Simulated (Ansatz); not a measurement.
Theory: DFT PBE, scalar-relativistic, plane waves, PAW (Ansatz 0.2.0). Settings: cutoff 420 eV, Γ-centred meshes spaced at most about 0.3 Å⁻¹, and about 0.25 Å⁻¹ or finer for metals (2π included), Gaussian smearing. No spin polarisation in the final relaxations.

Temperature and zero-point effects are left out. All come from trial cells, and lower structures may exist.

Task: Order these relaxed structures of Hf3Ta2F by energy, lowest first, with the energy over the lowest of them.
1. Space group P-3m1 (No. 164), trigonal, a = 3.129 Å, c = 13.164 Å. Hf on a site of symmetry 3m has 3 F at 2.51 Å, 3 Ta at 2.99 Å and 6 Hf at 3.13 Å; Hf on a site of symmetry -3m is surrounded by 6 Ta at 3.05 Å and 6 Hf at 3.13 Å; Ta has 6 Hf at 2.99–3.05 Å and 6 Ta at 3.13 Å; F has 6 Hf at 2.51 Å and 6 F at 3.13 Å.
2. Space group P4/mmm (No. 123), tetragonal, a = 2.996 Å, c = 12.621 Å. Hf on a site of symmetry 4mm is surrounded by 4 F at 2.84 Å, 4 Ta at 2.99 Å, 4 Hf at 3.00 Å and 1 Hf at 3.79 Å; Hf on a site of symmetry 4/mmm has 4 Hf at 3.00 Å and 8 Ta at 3.13 Å; Ta is surrounded by 8 Hf at 2.99–3.13 Å and 4 Ta at 3.00 Å; F is surrounded by 8 Hf at 2.84 Å and 4 F at 3.00 Å.
3. Space group P-6m2 (No. 187), hexagonal, a = 4.980 Å, c = 5.431 Å. Around Hf on its first site lie 2 F at 2.72 Å, 3 Hf at 2.88 Å and 6 Ta at 3.15 Å; around Hf on its second site lie 2 Hf at 2.72 Å, 3 F at 2.88 Å and 6 Ta at 3.21 Å; Ta is surrounded by 1 Ta at 2.59 Å, 1 Ta at 2.84 Å, 9 Hf at 3.15–3.21 Å and 3 F at 3.21 Å; F is surrounded by 5 Hf at 2.72–2.88 Å and 6 Ta at 3.21 Å; 1 more site not described.
4. Space group R-3m (No. 166), trigonal, a = 6.215 Å, c = 10.174 Å. Around Hf lie 2 F at 2.47 Å, 2 Ta at 2.82 Å, 4 Hf at 3.11 Å, 4 Ta at 3.34 Å and 4 Hf at 3.84 Å; around Ta lie 1 Ta at 2.43 Å, 3 Hf at 2.82 Å, 6 Hf at 3.34 Å, 3 F at 3.62 Å and 3 Ta at 3.71 Å; around F lie 6 Hf at 2.47 Å.

Result: 1 (0 meV/atom), 2 (49 meV/atom), 4 (146 meV/atom), 3 (404 meV/atom). Forms: 1 P-3m1; 2 P4/mmm; 4 R-3m; 3 P-6m2. Counting Hf or Ta atoms around F (for each partner element, those within 1.25 times its shortest distance or 1.15 times the sum of covalent radii, where it is the nearest in units of that sum or under 1.3; the shortest distance is added where it exceeds 1.18 times the sum of covalent radii): cell 1 has F 6; cell 2 has F 8 from 2.8 Å; cell 4 has F 6; cell 3 has F 5.

Spin–orbit coupling, which can matter for Hf and Ta, is left out. Cells relaxed within their symmetry can be saddle points. Some types were kept out of the candidates beforehand, so the set may lack a known form.
